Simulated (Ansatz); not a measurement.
## Structure optimisation: selenium, omega (AlB2-type)

Theory: Ansatz 0.2.0, DFT, BLYP, plane waves (420 eV) with PAW, scalar-relativistic. The PAW files were generated under PBE, with cores re-solved for the functional.

k-point mesh 7×7×10, Fermi-Dirac smearing 0.1 eV, no spin polarisation. Cell and atoms relax.

Starting structure:

```yaml
crystal:
  lattice:
    - [4.97645, 0.00000, 0.00000]
    - [-2.48822, 4.30973, 0.00000]
    - [0.00000, 0.00000, 3.05056]
  atoms:
    - { symbol: Se, position: [0.00000, 0.00000, 0.00000] }
    - { symbol: Se, position: [0.33333, 0.66667, 0.50000] }
    - { symbol: Se, position: [0.66667, 0.33333, 0.50000] }
```

What cell does the relaxation end in?

P6/mmm with a = 4.749 Å, c = 3.779 Å (c/a = 0.796); 24.61 Å³ per atom against 21.81 at the start (12.8 %).

The cell has left the omega (AlB2-type) structure type; it ends in P6/mmm.

How much energy does the relaxation gain?

61.6 meV per atom.
